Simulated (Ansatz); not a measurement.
fluorite-structured RhC2

Method: PBEsol, scalar-relativistic; no spin polarisation; PAW, 420 eV, 12×12×12 k-mesh, Gaussian smearing of 0.05 eV; code Ansatz. The datasets are Ansatz's generated set soft_2.

```
CELL_PARAMETERS angstrom
0.00000 2.44125 2.44125
2.44125 0.00000 2.44125
2.44125 2.44125 0.00000
ATOMIC_POSITIONS crystal
Rh 0.00000 0.00000 0.00000
C 0.25000 0.25000 0.25000
C 0.75000 0.75000 0.75000
```

The structure was built from a prototype; whether the compound forms in it isn't claimed.

The cell is relaxed to zero pressure at this level.

The cell has space group Fm-3m (read at 0.01 Å). In it the stress is -0.14, -0.14, -0.14, 0.00, 0.00, 0.00 GPa and the largest force component 0.000 eV/Å. Each change below starts from this cell, without further relaxation. Stress is in GPa, positive in compression, in the order xx, yy, zz, yz, xz, xy; energies are counted from the cell above and are free energies with the smearing's entropy, which match forces and stress in a metal.

What happens when atom 1 (Rh) is moved by 0.08 Å along z?

The energy changes by 15.2 meV per cell, and the force on it along the shift is -0.417 eV/Å (−F/u = 5.21 eV/Å²). Stress: 0.40, 0.40, 1.01, 0.00, 0.00, 0.00.
```tsv
atom	Fx (eV/Å)	Fy	Fz
Rh1	0.000	0.000	-0.417
C2	0.000	0.000	0.208
C3	0.000	0.000	0.208
```
In a harmonic crystal the energy would rise by −½F·u = ½ × 5.21 × 0.08² eV = 16.7 meV, close to the run's value; the rest is anharmonic or numerical.

What stress follows from an engineering strain of 3 % in yy, atoms carried along?

-8.37, -6.77, -8.37, 0.00, 0.00, 0.00 GPa; the energy changes by 18.7 meV per cell.
The stress across the strain changes more than along it (C12 over C11 with clamped atoms), which a stable cubic crystal can't show: the cell is unstable or the mesh too coarse.
The change of the stress over the strain gives a clamped-atom stiffness of about 221 GPa for this component, a secant value that lies under the elastic constant in tension and over it in compression, by several per cent for each per cent of strain.
In a harmonic crystal the energy would rise by V(½Cε² − σ₀ε), with σ₀ the stress of the unstrained cell, = 18.8 meV, which matches.

The cell is a metal with an odd number of electrons, and spin polarisation wasn't tried.
